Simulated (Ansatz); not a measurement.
Given:

AlPd:
```yaml
crystal:
  lattice:
    - [4.86450, 0.00000, 0.00000]
    - [0.00000, 4.86450, 0.00000]
    - [0.00000, 0.00000, 4.86450]
  atoms:
    - { symbol: Al, position: [0.84456, 0.84456, 0.84456] }
    - { symbol: Al, position: [0.65544, 0.15544, 0.34456] }
    - { symbol: Al, position: [0.34456, 0.65544, 0.15544] }
    - { symbol: Al, position: [0.15544, 0.34456, 0.65544] }
    - { symbol: Pd, position: [0.14786, 0.14786, 0.14786] }
    - { symbol: Pd, position: [0.35214, 0.85214, 0.64786] }
    - { symbol: Pd, position: [0.64786, 0.35214, 0.85214] }
    - { symbol: Pd, position: [0.85214, 0.64786, 0.35214] }
```

This is the r²SCAN-relaxed structure.

**Question.** All from r²SCAN in the plane-wave PAW code Ansatz, unless another level is named. Give the bulk modulus (Birch–Murnaghan fit).

**Answer.** 165 GPa.

**Question.** What about the highest zone-centre frequency?

**Answer.** 340 cm^-1.

**Question.** And the elastic constants (relaxed ions, GPa)?

**Answer.** C11 = 272, C12 = 112, C44 = 70.1.

Space group P2_13. The first step of the workflow began from a Materials Project structure, measured or hypothetical; the Crystallography Open Database copy checked does not list it. With Al and Pd taken as one species the cell has the higher symmetry Pa-3, so it may be an ordered model of a mixed-site phase. Whether it is the stable phase at ambient conditions was not checked. The r²SCAN relaxation kept the symmetry of its start; of distortions, only those at the zone centre were tested. No spin polarisation was allowed. As this level gives no gap, shear constants depend on the k-mesh and smearing (Fermi–Dirac, 0.1 eV here). As this level gives no gap, phonon frequencies hold no LO–TO term and depend on the k-mesh and smearing (Fermi–Dirac, 0.1 eV here).

Potentials: the later of the program's two PAW sets.
